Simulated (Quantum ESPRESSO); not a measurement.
Ru3Be2Cu2Rh, input and log of a self-consistent run

A calculation, not a measurement. The program is pw.x of Quantum ESPRESSO 7.5 (plane-wave density functional theory). The cell is made up: eight metal atoms on a hexagonal close-packed lattice, with elements, volume, strain and displacements drawn at random and not relaxed, so it may be unstable or far from any real phase. PseudoDojo standard norm-conserving files set the functional (PBE unless stated); there is no spin polarisation or spin-orbit coupling, the Fermi-Dirac width of 0.25 eV means electrons at about 2900 K, and the masses in the input are unused placeholders. The beryllium pseudopotential is less sure than most, with forces differing by about two percent and pressure by one to two GPa from a second method on plain beryllium. The copper pseudopotential is less sure than most, with forces differing by about three percent and pressure by about two GPa from a second method on plain copper. A spin test at this wide smearing found no moment, but such smearing suppresses magnetism that the real alloy may have.

Input:

```
&control calculation='scf', pseudo_dir='./dojo.nc.sr.pbe.v0_5.standard.upf', outdir='./o', disk_io='medium', tprnfor=.true., tstress=.true. /
&system ibrav=0, nat=8, ntyp=4, nbnd=69, ecutwfc=92.02030273, nosym=.true., tot_charge=0,
 occupations='smearing', smearing='fd', degauss=0.0183746611
/
&electrons conv_thr=1.470e-08, electron_maxstep=70, mixing_beta=0.5 /
ATOMIC_SPECIES
Be 1.0 Be.upf
Cu 1.0 Cu.upf
Rh 1.0 Rh.upf
Ru 1.0 Ru.upf
CELL_PARAMETERS angstrom
-0.0667 0.0126 4.3006
5.2622 -0.0175 -0.0806
-2.6462 4.514 0.0535
ATOMIC_POSITIONS angstrom
Ru -0.184 -0.0415 0.0173
Be -1.3187 2.2771 -0.0564
Cu 2.503 -0.0032 -0.0415
Rh 1.2926 2.2477 0.0512
Be 0.0316 1.5503 2.1251
Ru -1.4575 3.834 2.266
Cu 2.5822 1.5181 2.0172
Ru 1.2505 3.6669 2.1262
K_POINTS automatic
6 5 5 1 1 1
```

The log is shortened where brackets say so; the opening notice, blank lines, dates and the lines on written files are dropped, and the path of the files is cut. It prints rydbergs, bohrs and kilobars, and counts compression as positive stress. Its total energy is the free energy E - TS of the whole cell.

```
     Program PWSCF v.7.5
     Parallel version (MPI & OpenMP), running on       1 processor cores
     Number of MPI processes:                 1
     Threads/MPI process:                     1
     [start-up lines left out]
     bravais-lattice index     =            0
     lattice parameter (alat)  =       8.1280  a.u.
     unit-cell volume          =     687.8603 (a.u.)^3
     number of atoms/cell      =            8
     number of atomic types    =            4
     number of electrons       =       111.00
     number of Kohn-Sham states=           69
     kinetic-energy cutoff     =      92.0203  Ry
     charge density cutoff     =     368.0812  Ry
     scf convergence threshold =      1.5E-08
     mixing beta               =       0.5000
     number of iterations used =            8  plain     mixing
     Exchange-correlation= PBE
                           (   1   4   3   4   0   0   0)
     [axes and pseudopotential details left out]
   Cartesian axes
     site n.     atom                  positions (alat units)
         1        Ru     tau(   1) = (  -0.0427794  -0.0096486   0.0040222  )
         2        Be     tau(   2) = (  -0.3065934   0.5294183  -0.0131128  )
         3        Cu     tau(   3) = (   0.5819393  -0.0007440  -0.0096486  )
         4        Rh     tau(   4) = (   0.3005253   0.5225829   0.0119038  )
         5        Be     tau(   5) = (   0.0073469   0.3604397   0.4940788  )
         6        Ru     tau(   6) = (  -0.3388640   0.8913925   0.5268376  )
         7        Cu     tau(   7) = (   0.6003531   0.3529533   0.4689924  )
         8        Ru     tau(   8) = (   0.2907372   0.8525423   0.4943346  )
     number of k points=    75  Fermi-Dirac smearing, width (Ry)=  0.0184
                       cart. coord. in units 2pi/alat
        k(    1) = (   0.0835028   0.1432372   0.0842191), wk =   0.0266667
        k(    2) = (   0.0841294   0.3341798   0.0836694), wk =   0.0266667
     [further k points left out]
     Dense  grid:    82035 G-vectors     FFT dimensions: (  50,  64,  64)
     Estimated max dynamical RAM per process >     136.23 MB
     Initial potential from superposition of free atoms
     starting charge     110.9961, renormalised to     111.0000
     Starting wfcs are   64 randomized atomic wfcs +    5 random wfcs
     total cpu time spent up to now is       44.3 secs
     per-process dynamical memory:    79.5 Mb
     Self-consistent Calculation
     iteration #  1     ecut=    92.02 Ry     beta= 0.50
     Davidson diagonalization with overlap
     ethr =  1.00E-02,  avg # of iterations =  3.4
     total cpu time spent up to now is      190.9 secs
     total energy              =   -1651.99459643 Ry
     estimated scf accuracy    <       5.44712517 Ry
     iteration #  2     ecut=    92.02 Ry     beta= 0.50
     Davidson diagonalization with overlap
     ethr =  4.91E-03,  avg # of iterations =  3.0
     total cpu time spent up to now is      326.2 secs
     total energy              =   -1654.35094670 Ry
     estimated scf accuracy    <      12.97365356 Ry
     iteration #  3     ecut=    92.02 Ry     beta= 0.50
     Davidson diagonalization with overlap
     ethr =  4.91E-03,  avg # of iterations =  2.0
     total cpu time spent up to now is      431.1 secs
     total energy              =   -1655.03020213 Ry
     estimated scf accuracy    <       3.72363187 Ry
     iteration #  4     ecut=    92.02 Ry     beta= 0.50
     Davidson diagonalization with overlap
     ethr =  3.35E-03,  avg # of iterations =  1.3
     total cpu time spent up to now is      541.7 secs
     total energy              =   -1655.12654276 Ry
     estimated scf accuracy    <       2.75271155 Ry
     iteration #  5     ecut=    92.02 Ry     beta= 0.50
     Davidson diagonalization with overlap
     ethr =  2.48E-03,  avg # of iterations =  1.0
     total cpu time spent up to now is      648.2 secs
     total energy              =   -1655.23453953 Ry
     estimated scf accuracy    <       0.62713110 Ry
     [iterations 6 to 13 left out]
     iteration # 14     ecut=    92.02 Ry     beta= 0.50
     Davidson diagonalization with overlap
     ethr =  8.34E-10,  avg # of iterations =  2.0
     total cpu time spent up to now is     1571.6 secs
     total energy              =   -1655.25913412 Ry
     estimated scf accuracy    <       0.00000045 Ry
     iteration # 15     ecut=    92.02 Ry     beta= 0.50
     Davidson diagonalization with overlap
     ethr =  4.09E-10,  avg # of iterations =  1.1
     total cpu time spent up to now is     1626.4 secs
     total energy              =   -1655.25913417 Ry
     estimated scf accuracy    <       0.00000015 Ry
     iteration # 16     ecut=    92.02 Ry     beta= 0.50
     Davidson diagonalization with overlap
     ethr =  1.38E-10,  avg # of iterations =  1.0
     total cpu time spent up to now is     1687.6 secs
     total energy              =   -1655.25913418 Ry
     estimated scf accuracy    <       0.00000004 Ry
     iteration # 17     ecut=    92.02 Ry     beta= 0.50
     Davidson diagonalization with overlap
     ethr =  3.84E-11,  avg # of iterations =  1.2
     total cpu time spent up to now is     1760.2 secs
     total energy              =   -1655.25913419 Ry
     estimated scf accuracy    <       0.00000003 Ry
     iteration # 18     ecut=    92.02 Ry     beta= 0.50
     Davidson diagonalization with overlap
     ethr =  2.51E-11,  avg # of iterations =  1.0
     total cpu time spent up to now is     1817.9 secs
     End of self-consistent calculation
     [lines on levels left out]
!    total energy              =   -1655.25913419 Ry
     estimated scf accuracy    <          3.2E-09 Ry
     smearing contrib. (-TS)   =      -0.11763866 Ry
     internal energy E=F+TS    =   -1655.14149553 Ry
     The total energy is F=E-TS. E is the sum of the following terms:
     one-electron contribution =    -781.87293556 Ry
     hartree contribution      =     445.58507008 Ry
     xc contribution           =    -243.13438549 Ry
     ewald contribution        =   -1075.71924457 Ry
     convergence has been achieved in  18 iterations
     Forces acting on atoms (cartesian axes, Ry/au):
     atom    1 type  4   force =     0.05814343    0.07540145   -0.00330146
     atom    2 type  1   force =     0.00323114   -0.00193252    0.00569359
     atom    3 type  2   force =     0.01301840   -0.00387781    0.01073697
     atom    4 type  3   force =    -0.06141707   -0.06434786   -0.04645171
     atom    5 type  1   force =    -0.01677638   -0.00144488    0.00436148
     atom    6 type  4   force =     0.03144496   -0.02551564   -0.02622599
     atom    7 type  2   force =     0.04110223   -0.02588334    0.03303229
     atom    8 type  4   force =    -0.06874672    0.04760060    0.02215483
     Total force =     0.181816     Total SCF correction =     0.000193
     Computing stress (Cartesian axis) and pressure
          total   stress  (Ry/bohr**3)                   (kbar)     P=       -0.09
  -0.00016709   0.00024701   0.00021445          -24.58       36.34       31.55
   0.00024701   0.00012292   0.00002781           36.34       18.08        4.09
   0.00021445   0.00002781   0.00004233           31.55        4.09        6.23
     init_run     :     40.43s CPU     44.13s WALL (       1 calls)
     electrons    :   1660.06s CPU   1773.59s WALL (       1 calls)
     forces       :      7.19s CPU      7.25s WALL (       1 calls)
     stress       :     25.88s CPU     25.97s WALL (       1 calls)
     [timing details left out]
     PWSCF        :  28m53.96s CPU  30m52.55s WALL
     JOB DONE.
```

In other units: free energy -22520.948 eV for the cell, pressure -0.01 GPa, largest force component 1.939 eV/Å in size. The run took 1854 s of wall time with one process on a shared machine (AMD EPYC, Zen 5, virtual cores), so the time is rough. A rerun of this cell at a higher cutoff and on a denser mesh moved values by no more than 0.008 eV in energy, 0.07 GPa in stress and 0.015 eV/Å in force, and a second program with other atomic files agreed on that cell to 2 % rms in force and 0.5 GPa in pressure.